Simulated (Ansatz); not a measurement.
## Calculated field gradients at the nuclei for BiTe under strain

The cell is a COD entry, relaxed with PBE at fixed cell and then changed (z compressed by 1 %, ions relaxed).

```cif
data_structure
_symmetry_space_group_name_H-M 'P 1'
_symmetry_Int_Tables_number 1
_cell_length_a 4.5522
_cell_length_b 4.5522
_cell_length_c 4.5750
_cell_angle_alpha 59.834
_cell_angle_beta 59.834
_cell_angle_gamma 60.332
_cell_volume 67.03
loop_
_atom_site_label
_atom_site_type_symbol
_atom_site_fract_x
_atom_site_fract_y
_atom_site_fract_z
_atom_site_occupancy
Bi1 Bi 0.00000 0.00000 0.00000 1
Te2 Te 0.50000 0.50000 0.50000 1
```

Atoms are numbered from 1 in the order listed; like atoms form one site, named after its first atom.

Computed with Ansatz: DFT, PBE, plane waves and PAW, scalar-relativistic, 420 eV cutoff, Γ-centred 13×13×13 k-points, Fermi–Dirac smearing 0.05 eV.

V_zz is the principal component of the electric field gradient with the largest magnitude, η = (V_xx − V_yy)/V_zz and C_Q = eQV_zz/h.

²⁰⁹Bi: I = 9/2, Q = -516.0 mb. Quadrupole moments are those of Pyykkö's year-2017 table.

```csv
site,atoms (order as listed),first shell,V_zz (10²¹ V/m²),η,C_Q (MHz)
Bi,1,6 Te at 3.20–3.24 Å,2.80,0.00,-34.9
Te,2,6 Bi at 3.20–3.24 Å,0.42,0.00,–
```

An axis of threefold or higher order runs through Bi and Te, so V_zz lies along it and η is zero.

Te has no stable isotope with a ground-state quadrupole moment in the table, so no C_Q is given.

The run finds no gap above 0.1 eV (a metal, or nearly one), so the gradients can move by 10 % or more with the k-mesh. Spin–orbit coupling is left out, which shifts gradients on Bi by a few per cent in wide-gap crystals, and can shift them far more where the calculated gap is small or absent, as here.
